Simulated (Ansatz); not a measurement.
Elastic constants of Ta$_{2}$O$_{5}$: input and output

Theory: Ansatz, DFT PBEsol, scalar-relativistic, plane waves, PAW.

Launched with:
```bash
ansatz run input.yaml --threads 4 --pin off --max-ram 12288MiB --backend cpu --events-out ev --progress --plain --runs-dir out
```

Input (bare energies are in eV):
```yaml
crystal:
  lattice:
    - [3.6700053301, 0.0, 0.0]
    - [0.0, 6.4332906036, 0.0]
    - [0.0, 0.0, 7.7180419025]
  atoms:
    - { symbol: Ta, position: [0.5, 0.5, 0.5] }
    - { symbol: Ta, position: [0.5, 0.5, 0.0] }
    - { symbol: Ta, position: [0.0, 0.0, 0.5] }
    - { symbol: Ta, position: [0.0, 0.0, 0.0] }
    - { symbol: O, position: [1.00000009, 0.6792487156, 0.5] }
    - { symbol: O, position: [-9.0e-08, 0.3207512844, 0.5] }
    - { symbol: O, position: [-9.0e-08, 0.6792487156, 0.0] }
    - { symbol: O, position: [1.00000009, 0.3207512844, 0.0] }
    - { symbol: O, position: [0.5, 0.5, 0.75] }
    - { symbol: O, position: [0.5, 0.5, 0.25] }
    - { symbol: O, position: [0.5, 0.0, 0.5] }
    - { symbol: O, position: [0.5, 0.0, 0.0] }
    - { symbol: O, position: [0.0, 0.0, 0.75] }
    - { symbol: O, position: [0.0, 0.0, 0.25] }
basis:
  ecutwfc: 420
kpoints:
  mp_grid: { grid: [10, 6, 6] }
hamiltonian:
  xc: pbesol
scf:
  occupations: { method: fixed }
output:
  forces: true
  stress: true
  eigenvalues: true
elastic:
  mode: relaxed_ion
  stencil: two_point
```

From the output:
```
--- Elastic constants: 6 strain directions × 2 members + reference (group order 16) ---
  dense FFT box of the reference and of every strained cell: 25×45×54
  strains applied: 11, 22, 33, 23, 13, 12; error gains: componentwise 1.00 (the most a stress slope's error grows in a printed constant), spectral 1.00 (1 for all six strains in a standard setting)
  C = ∂σ_k/∂η_j (tension-positive GPa; Voigt order 11 22 33 23 13 12):
       675.573    129.209     51.319      0.000      0.000     -0.000
       129.215    297.993     28.218     -0.000      0.000     -0.000
        51.249     28.219    794.100     -0.000      0.000      0.000
        -0.000      0.000      0.000     43.725      0.000      0.000
        -0.000     -0.000     -0.000     -0.000     77.722      0.000
        -0.000      0.000      0.000     -0.000      0.000     40.696
  reference stress σ⁰ (GPa):      0.000      0.000     -0.000     -0.000     -0.000     -0.000
  C* (energy form; C + prestress term) asymmetry max|C*_kj − C*_jk| = 7.035e-2 GPa — a small one proves nothing (zero by symmetry where the batch's group is 432, −43m or m−3m); a large one is finite-difference/SCF noise where every solve ...
  moduli (Voigt/Reuss/Hill, GPa): K = 242.79/206.95/224.87   G = 136.36/71.23/103.80   E = 269.87   ν = 0.300
  mechanically stable: yes (min eigenvalue of sym C = 40.70 GPa)
  the stresses are not corrected for the forces that the relaxations left standing (`elastic.f_tol`)
  strain η (Voigt 11):  stress-route row diagonal C_11 = 675.57 GPa, energy-path curvature d²(F+E_count+ΔE)/dδ²/Ω₀ = 675.54 GPa
         δ    σ_11 (GPa) F (eV) n_scf n_hpsi n_pw
    -2.000e-3      -1.3640      -44844.6159280      10  116923   3592   relax 3 steps, max|allowed force component| 5.12e-9 eV/Å
     2.000e-3       1.3383      -44844.6159243      10  117035   3596   relax 3 steps, max|allowed force component| 4.85e-8 eV/Å
  strain η (Voigt 22):  stress-route row diagonal C_22 = 297.99 GPa, energy-path curvature d²(F+E_count+ΔE)/dδ²/Ω₀ = 298.09 GPa
         δ    σ_22 (GPa) F (eV) n_scf n_hpsi n_pw
    -2.000e-3      -0.6003      -44844.6167980      10  116941   3584   relax 3 steps, max|allowed force component| 1.74e-7 eV/Å
     2.000e-3       0.5917      -44844.6167038      10  116957   3600   relax 3 steps, max|allowed force component| 1.47e-8 eV/Å
  strain η (Voigt 33):  stress-route row diagonal C_33 = 794.10 GPa, energy-path curvature d²(F+E_count+ΔE)/dδ²/Ω₀ = 793.96 GPa
         δ    σ_33 (GPa) F (eV) n_scf n_hpsi n_pw
    -2.000e-3      -1.6046      -44844.6156629      10  116897   3592   relax 3 steps, max|allowed force component| 5.79e-8 eV/Å
     2.000e-3       1.5718      -44844.6155976      10  117264   3608   relax 3 steps, max|allowed force component| 4.27e-8 eV/Å
  strain η (Voigt 23):  stress-route row diagonal C_44 = 43.73 GPa, energy-path curvature d²(F+E_count+ΔE)/dδ²/Ω₀ = 43.89 GPa
         δ    σ_23 (GPa) F (eV) n_scf n_hpsi n_pw
    -2.000e-3      -0.0875      -44844.6173124      10  146192   3596   relax 3 steps, max|allowed force component| 1.51e-6 eV/Å
     2.000e-3       0.0875      -44844.6173124      10  146096   3596   relax 3 steps, max|allowed force component| 1.51e-6 eV/Å
  strain η (Voigt 13):  stress-route row diagonal C_55 = 77.72 GPa, energy-path curvature d²(F+E_count+ΔE)/dδ²/Ω₀ = 77.76 GPa
         δ    σ_13 (GPa) F (eV) n_scf n_hpsi n_pw
    -2.000e-3      -0.1554      -44844.6172967      10  155889   3596   relax 1 steps, max|allowed force component| 2.39e-6 eV/Å
     2.000e-3       0.1554      -44844.6172967      10  155851   3596   relax 1 steps, max|allowed force component| 2.39e-6 eV/Å
  strain η (Voigt 12):  stress-route row diagonal C_66 = 40.70 GPa, energy-path curvature d²(F+E_count+ΔE)/dδ²/Ω₀ = 40.90 GPa
         δ    σ_12 (GPa) F (eV) n_scf n_hpsi n_pw
    -2.000e-3      -0.0814      -44844.6173399      10  155673   3592   relax 5 steps, max|allowed force component| 6.29e-7 eV/Å
     2.000e-3       0.0814      -44844.6173399      10  155692   3592   relax 5 steps, max|allowed force component| 6.29e-7 eV/Å
```

The run took 10 min on 4 threads of Intel(R) Xeon(R) 6975P-C (Granite Rapids), on a shared host, peak memory 1.7 GiB.

Spin–orbit coupling is left out, which can shift energies with elements as heavy as these.